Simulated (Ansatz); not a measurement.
One run on FeCu (Cmmm): spin–orbit coupling, moments along [001]

Method: DFT, PBE, all-electron LAPW, Dirac equation with spin-orbit coupling in Ansatz 0.2.0.

Command: `ansatz run input.yaml --threads 3 --pin off --max-ram 6144MiB --backend cpu --events-out ev --progress --plain --runs-dir out`

The folder start holds the state saved by an earlier run of the same cell, from which the iterations begin.

```yaml
crystal:
  lattice:
    - [1.438272, -1.987934, 0.0]
    - [1.438272, 1.987934, 0.0]
    - [0.0, 0.0, 4.138135]
  atoms:
    - { symbol: Fe, position: [0.0, 0.0, 0.0], spin: 2.4, spin_axis: [0.0, 0.0, 1.0] }
    - { symbol: Cu, position: [0.5, 0.5, 0.5] }
magnetization:
  noncollinear: true
  spin_orbit: true
kpoints:
  mp_grid: { grid: [9, 9, 5] }
scf:
  occupations: { method: fermi_dirac, width: 0.05 }
  convergence: { dr2_threshold: 1.0e-08 }
  max_iter: 60
  lower_state_search: "off"
hamiltonian:
  xc: pbe
  pseudopotentials: { kind: all_electron, lapw: { basis_error: 0.00025 } }
output:
  eigenvalues: false
  hubbard: { sites: [{ species: Fe, l: d }, { species: Cu, l: d }] }
checkpoint:
  write: state
  compress: false
  write_every: 100000
  read: start
```

Output:

```
Warning: checkpoint.read: spin treatment differs: saved collinear, current noncollinear; the saved charge density seeds this run and the saved magnetisation is carried along the axis that this deck's starting moments share; the saved density holds an absolute magnetisation of 2.7e0 μB; saved orbitals and DFT+U occupations are not carried
settings of this run that can trade accuracy for cost: output.eigenvalues: false. Do not mix this run's numbers with those of runs without the same settings; the input reference describes each key
Fe: projections on atomic orbitals take those of the free atom 1s2 2s2 2p6 3s2 3p6 3d6 4s2, of charge +0.00 (hamiltonian.pseudopotentials.projection_atoms)
Cu: projections on atomic orbitals take those of the free atom 1s2 2s2 2p6 3s2 3p6 3d10 4s1, of charge +0.00 (hamiltonian.pseudopotentials.projection_atoms)
LAPW: plane waves up to 9.911 Å⁻¹, error target 2.5e-4 eV per atom; Dirac's equation on spinors; Fe in spheres of 1.227 Å, 16 of its electrons in bands; Cu in spheres of 1.227 Å, 19 of its electrons in bands (how accurate: hamiltonian.pseudopotentials.lapw.basis_error, Limitations)
Engine: ansatz 0.2.0
Pseudopotentials: kind: all_electron
Pseudopotential: Fe, LAPW, valence charge 16, lapw/all_electron/dirac/gaussian/Fe, Dirac's equation, gaussian nucleus
Pseudopotential: Cu, LAPW, valence charge 19, lapw/all_electron/dirac/gaussian/Cu, Dirac's equation, gaussian nucleus
Functional definition: PBE
  parameter kappa = 0.804
  parameter beta = 0.06672455060314922
  exchange = pbe_x(kappa = kappa, mu = beta*pi^2/3)
  correlation = pbe_c(beta = beta)
Crystal: 2 atoms, lattice volume = 23.663 Å³
Basis set: ecut = 374.2089297081581 eV, 391 PW (Γ), exchange–correlation at level 2
Bands: 44, of which v1, the nominal top of the filled ones, is band 35 counted from 1 (34 counted from 0)
Symmetry: 4 space group operations + 4 with time reversal
Magnetic group: BNS 65.485 (UNI 583), of the structure as read, at distance tolerance 2.9e-5 Å
k-points: 75 of 405 (time reversal used)
Non-local potential: Fe, projectors of the file, none
Non-local potential: Cu, projectors of the file, none
Initial density: read from a saved state, or passed on in memory by an earlier SCF of this step, an earlier step, the calling program or the single point that the run made first
Starting moments: Σ|m| = 2.4 μB on 1 of 2 sites; this step starts from the density that it was given
Initial wavefunctions: plane waves of lowest kinetic energy (no species holds an atomic orbital)
Functional: x = pbe(κ = 0.804, μ = 0.2195149727645171), c = pbe(β = 0.06672455060314922)
iter 1 solved again at ethr=2.33e-8 eV; its pass at ethr=1.00e-1 eV (dr2=8.17e-6 eV) is discarded
SCF iter   1: F=—  HF=-79670.205409 eV  |F-HF|=—  |Δ(HF+E_count)|=         —  Δρ=2.60e-4  dr2=6.26e-6  dr2_m=5.98e-6  ethr=2.33e-8  |M|=2.48e0 ∫|m|=2.73e0 μB  β_m=0.30  ⟨swp⟩=5.3  Hψ=31465  notcnv=0
the basis was enlarged: its passes take 16.2 MiB over the memory plan, 3 of 3 planned eigensolver slots
preconditioner: auto → none  [metal: Δε(μ)=0.009 eV  Ē_g=8.005 eV  σ=0.050 eV  W_gap=0.04  n_scr=6 (ndim 8)  ℏωp=33.3 eV  f_vac=0.000  D(μ)=1.90/eV (n_scr^D=22)]
SCF iter   2: F=—  HF=-79670.205403 eV  |F-HF|=—  |Δ(HF+E_count)|=   6.47e-6  Δρ=2.09e-4  dr2=2.52e-5  dr2_m=3.54e-6  ethr=1.79e-8  |M|=2.48e0 ∫|m|=2.73e0 μB  β_m=0.43  ⟨swp⟩=2.6  Hψ=9425  notcnv=0
SCF iter   3: F=—  HF=-79670.205456 eV  |F-HF|=—  |Δ(HF+E_count)|=   5.27e-5  Δρ=5.13e-4  dr2=1.71e-4  dr2_m=3.49e-6  ethr=1.79e-8  |M|=2.48e0 ∫|m|=2.72e0 μB  β_m=0.17  ⟨swp⟩=3.0  Hψ=10787  notcnv=0  recentre
iter 4 solved again at ethr=6.48e-10 eV; its pass at ethr=1.79e-8 eV (dr2=2.27e-7 eV) is discarded
SCF iter   4: F=—  HF=-79670.205408 eV  |F-HF|=—  |Δ(HF+E_count)|=   4.77e-5  Δρ=1.35e-4  dr2=2.27e-7  dr2_m=1.58e-6  ethr=6.48e-10  |M|=2.48e0 ∫|m|=2.72e0 μB  β_m=0.29  ⟨swp⟩=2.0  Hψ=17090  notcnv=0
SCF iter   5: F=—  HF=-79670.205433 eV  |F-HF|=—  |Δ(HF+E_count)|=   2.46e-5  Δρ=3.61e-5  dr2=5.80e-8  dr2_m=1.54e-7  ethr=6.48e-10  |M|=2.48e0 ∫|m|=2.72e0 μB  β_m=0.43  ⟨swp⟩=3.0  Hψ=11274  notcnv=0
SCF iter   6: F=—  HF=-79670.205435 eV  |F-HF|=—  |Δ(HF+E_count)|=   2.41e-6  Δρ=7.72e-6  dr2=1.49e-8  dr2_m=7.58e-9  ethr=1.66e-10  |M|=2.48e0 ∫|m|=2.72e0 μB  β_m=0.67  ⟨swp⟩=3.0  Hψ=11083  notcnv=0
SCF iter   7: F=—  HF=-79670.205435 eV  |F-HF|=—  |Δ(HF+E_count)|=   1.19e-7  Δρ=5.03e-6  dr2=7.20e-10  dr2_m=2.81e-9  ethr=4.27e-11  |M|=2.48e0 ∫|m|=2.72e0 μB  β_m=0.83  ⟨swp⟩=2.2  Hψ=9374  notcnv=0
iter 8 did not close the SCF: its close was put off for a basis of augmented plane waves that was refined there (scf_convergence_deferred on its scf_iter line)
SCF iter   8: F=-79670.205435 eV  HF=-79670.205435 eV  |F-HF|=3.74e-9  |Δ(HF+E_count)|=   6.77e-8  Δρ=1.92e-6  dr2=6.92e-10  dr2_m=3.12e-10  ethr=3.20e-12 (applied; sched 2.06e-12)  |M|=2.48e0 ∫|m|=2.72e0 μB  β_m=0.92  ⟨swp⟩=3.0  Hψ=11119  notcnv=0
SCF iter   9: F=—  HF=-79670.205653 eV  |F-HF|=—  |Δ(HF+E_count)|=         —  Δρ=1.30e-6  dr2=6.44e-10  dr2_m=1.01e-11  ethr=3.10e-12 (applied; sched 1.98e-12)  |M|=2.48e0 ∫|m|=2.72e0 μB  β_m=0.92  ⟨swp⟩=3.0  Hψ=10573  notcnv=0
the basis was enlarged: its passes take 21.2 MiB over the memory plan, 3 of 3 planned eigensolver slots
SCF iter  10: F=—  HF=-79670.205656 eV  |F-HF|=—  |Δ(HF+E_count)|=   3.32e-6  Δρ=1.03e-5  dr2=2.08e-9  dr2_m=5.86e-9  ethr=3.12e-12 (applied; sched 1.84e-12)  |M|=2.48e0 ∫|m|=2.72e0 μB  β_m=0.96  ⟨swp⟩=3.0  Hψ=10742  notcnv=0
SCF iter  11: F=—  HF=-79670.205656 eV  |F-HF|=—  |Δ(HF+E_count)|=   4.13e-8  Δρ=4.04e-6  dr2=8.21e-9  dr2_m=1.13e-9  ethr=3.14e-12 (applied; sched 1.84e-12)  |M|=2.48e0 ∫|m|=2.72e0 μB  β_m=0.98  ⟨swp⟩=3.0  Hψ=10857  notcnv=0
SCF iter  12: F=—  HF=-79670.205657 eV  |F-HF|=—  |Δ(HF+E_count)|=   2.21e-7  Δρ=2.29e-5  dr2=3.15e-7  dr2_m=1.60e-9  ethr=3.16e-12 (applied; sched 1.84e-12)  |M|=2.48e0 ∫|m|=2.72e0 μB  β_m=0.59  ⟨swp⟩=3.2  Hψ=10864  notcnv=0  recentre
SCF iter  13: F=—  HF=-79670.205656 eV  |F-HF|=—  |Δ(HF+E_count)|=   2.00e-7  Δρ=3.30e-6  dr2=7.19e-9  dr2_m=1.46e-10  ethr=3.16e-12 (applied; sched 1.84e-12)  |M|=2.48e0 ∫|m|=2.72e0 μB  β_m=0.49  ⟨swp⟩=3.1  Hψ=10846  notcnv=0
SCF iter  14: F=-79670.205656 eV  HF=-79670.205656 eV  |F-HF|=4.63e-9  |Δ(HF+E_count)|=   1.05e-9  Δρ=1.58e-6  dr2=1.33e-9  dr2_m=3.30e-11  ethr=2.91e-12 (applied; sched 1.84e-12)  |M|=2.48e0 ∫|m|=2.72e0 μB  ⟨swp⟩=3.0  Hψ=9954  notcnv=0
SCF 1 converged in 14 iterations: F = -79670.205656 eV  dr2 = 1.33e-9
SCF converged after 14 iterations
Magnetization: |M| = 2.4796 μB,  M = (-0.0000, +0.0000, +2.4796) μB
Absolute magnetization: 2.7242 μB (∫|m|)
  site 0: m = (+0.0000, +0.0000, +2.4710) μB, |m| = 2.4710 μB  (R = 1.23 Å)
  site 1: m = (+0.0000, +0.0000, +0.0629) μB, |m| = 0.0629 μB  (R = 1.23 Å)
Free energy (F): -79670.205656 eV
Harris-Foulkes:  -79670.205656 eV  (|F-HF|=4.63e-9)
Internal energy: -79670.190300 eV  (E = F + TS)
E sigma→0 (E₀):  -79670.197978 eV
Entropy (-TS):   -0.015356 eV (-7.678 meV/atom)
Fermi energy:    17.359996 eV
--- Per-component energies (eV) ---
  E_band       = -585.065712
  E_kinetic    = 80929.842298
  E_xc         = -3363.279675
  E_electrostatic = -157236.752922  (all electrons and nuclei)
  E_smearing   = -0.015356  (= −TS)
  E_closure    = 0.000000  (closes the sum)
  E_atoms      = -79657.676320  (free atoms, spherical and without spin; not in F)
  Σ components = -79670.205656   (vs F -79670.205656, Δ=0.00e0)
  Basis errors (estimates in eV, not in F): energy 6.5e-5 per atom: plane waves 5.1e-5 (2.7e-5 summed), levels above the bands 9.7e-66, relativity 9.4e-9, radial functions 1.4e-5, core shells 5.6e-9; eigenvalues (radial functions only) 2.3e-7; not estimated: angular momenta, meshes, grids; target (lapw.basis_error) 2.5e-4; muffin-tin radii Fe 1.227 Å, Cu 1.227 Å
--- Occupation matrices: 2 shells (Löwdin-built; ε = 2.00e-2, provisional) ---
  Fe0 d_3D: site group D2h (mmm)
  Fe0 d_3D spinor Tr n = 6.8541  λ = 0.303 0.330 0.401 0.498 0.632 0.884 0.924 0.951 0.962 0.968  [yz 1.00 (Eg 1.00) E1/2g(1.00) | x2-y2 0.73 (Eg 1.00) E1/2g(1.00) | xz 1.00 (T2g 1.00) E1/2g(1.00) | z2 0.73 (T2g 1.00) E1/2g(1.00) | xy 0.99 (T2g 1.00) E1/2g(1.00) | xy 0.99 (T2g 1.00) E1/2g(1.00) | z2 0.64 (T2g 0.99) E1/2g(1.00) | 3× xz 0.33 (Eg 0.66) E1/2g(1.00)]
  Cu1 d_3D: site group D2h (mmm)
  Cu1 d_3D spinor Tr n = 9.7249  λ = 0.946 0.953 0.964 0.967 0.977 0.979 0.980 0.982 0.989 0.989  [10× z2 0.20 (T2g 0.60) E1/2g(1.00)]
  Tr n, λ and their labels are of the run-group-symmetrised matrices; stabiliser: 8 of 16 elements of G0×{1,Θ} (closed), max defect 1.3e-15 at τ = 4.2e-3
settings of this run that can trade accuracy for cost: output.eigenvalues: false. Do not mix this run's numbers with those of runs without the same settings; the input reference describes each key
```

occupations.tsv:

```
# site	symbol	l	channel	k	occupation	cluster	real_ylm_label	real_ylm_weight	cubic_label	cubic_weight	pseudocubic_irrep	site_irrep	w_site_irrep	cell_site_irrep	w_cell_site_irrep
# projection_atom_Fe: 1s2 2s2 2p6 3s2 3p6 3d6 4s2
# projection_atom_Cu: 1s2 2s2 2p6 3s2 3p6 3d10 4s1
# site_irrep/w_site_irrep = the cluster's dominant irrep under the shell's site group (Mulliken, in the setting of the per-shell frame z, x; double-valued rows on a spinor block under rep=spin_orbital) and its weight, the cluster's purity; - without a site group
# cell_site_irrep/w_cell_site_irrep = the same under the site's group on the run's cell, the crystal's operations that keep its lattice, with its own per-shell comment where it differs; - as there, and where that group is no smaller or either group is refused
# basis = Löwdin-built
# labels = run-group-symmetrised matrices
# epsilon = 0.02 provisional = true under_converged = false
# stabiliser = 8/16 closed max_defect = 1.2967e-15 tolerance = 0.0042426
# site 0 Fe l=2_3D: orbit=0, site group D2h (mmm), |G|=8, z=[0.000000, 0.000000, 1.000000], x=[1.000000, 0.000000, 0.000000], rep=spin_orbital
0	Fe	2_3D	spinor	0	0.303264	0	yz	0.9961	yz	0.9961	Eg	E1/2g	1.0000	-	-
0	Fe	2_3D	spinor	1	0.329536	1	x2-y2	0.7258	x2-y2	0.7258	Eg	E1/2g	1.0000	-	-
0	Fe	2_3D	spinor	2	0.401414	2	xz	0.9958	xz	0.9958	T2g	E1/2g	1.0000	-	-
0	Fe	2_3D	spinor	3	0.498276	3	z2	0.7268	z2	0.7268	T2g	E1/2g	1.0000	-	-
0	Fe	2_3D	spinor	4	0.632206	4	xy	0.9924	xy	0.9924	T2g	E1/2g	1.0000	-	-
0	Fe	2_3D	spinor	5	0.884073	5	xy	0.9947	xy	0.9947	T2g	E1/2g	1.0000	-	-
0	Fe	2_3D	spinor	6	0.924367	6	z2	0.6376	z2	0.6376	T2g	E1/2g	1.0000	-	-
0	Fe	2_3D	spinor	7	0.951156	7	xz	0.3333	xz	0.3333	Eg	E1/2g	1.0000	-	-
0	Fe	2_3D	spinor	8	0.961946	7	xz	0.3333	xz	0.3333	Eg	E1/2g	1.0000	-	-
0	Fe	2_3D	spinor	9	0.967846	7	xz	0.3333	xz	0.3333	Eg	E1/2g	1.0000	-	-
# Tr n = 6.854083
# site 1 Cu l=2_3D: orbit=1, site group D2h (mmm), |G|=8, z=[0.000000, 0.000000, 1.000000], x=[1.000000, 0.000000, 0.000000], rep=spin_orbital
1	Cu	2_3D	spinor	0	0.946254	0	z2	0.2000	z2	0.2000	T2g	E1/2g	1.0000	-	-
1	Cu	2_3D	spinor	1	0.952926	0	z2	0.2000	z2	0.2000	T2g	E1/2g	1.0000	-	-
1	Cu	2_3D	spinor	2	0.963544	0	z2	0.2000	z2	0.2000	T2g	E1/2g	1.0000	-	-
1	Cu	2_3D	spinor	3	0.966507	0	z2	0.2000	z2	0.2000	T2g	E1/2g	1.0000	-	-
1	Cu	2_3D	spinor	4	0.977135	0	z2	0.2000	z2	0.2000	T2g	E1/2g	1.0000	-	-
1	Cu	2_3D	spinor	5	0.978850	0	z2	0.2000	z2	0.2000	T2g	E1/2g	1.0000	-	-
1	Cu	2_3D	spinor	6	0.979812	0	z2	0.2000	z2	0.2000	T2g	E1/2g	1.0000	-	-
1	Cu	2_3D	spinor	7	0.982436	0	z2	0.2000	z2	0.2000	T2g	E1/2g	1.0000	-	-
1	Cu	2_3D	spinor	8	0.988707	0	z2	0.2000	z2	0.2000	T2g	E1/2g	1.0000	-	-
1	Cu	2_3D	spinor	9	0.988726	0	z2	0.2000	z2	0.2000	T2g	E1/2g	1.0000	-	-
# Tr n = 9.724898
```

Site moments (μB): Fe1 (0.00, 0.00, 2.47); Cu2 (0.00, 0.00, 0.06). Cell moment 2.48 μB.

The Ansatz runs typed with the search for lower states off end where their start leads. None of this fixes the real material's magnetic order: only patterns that fit the cell were computed, at zero temperature, with a functional that can overstate moments.

It took 84 s on 3 threads of Arm Neoverse V2 (shared host), peak memory 0.91 GiB.
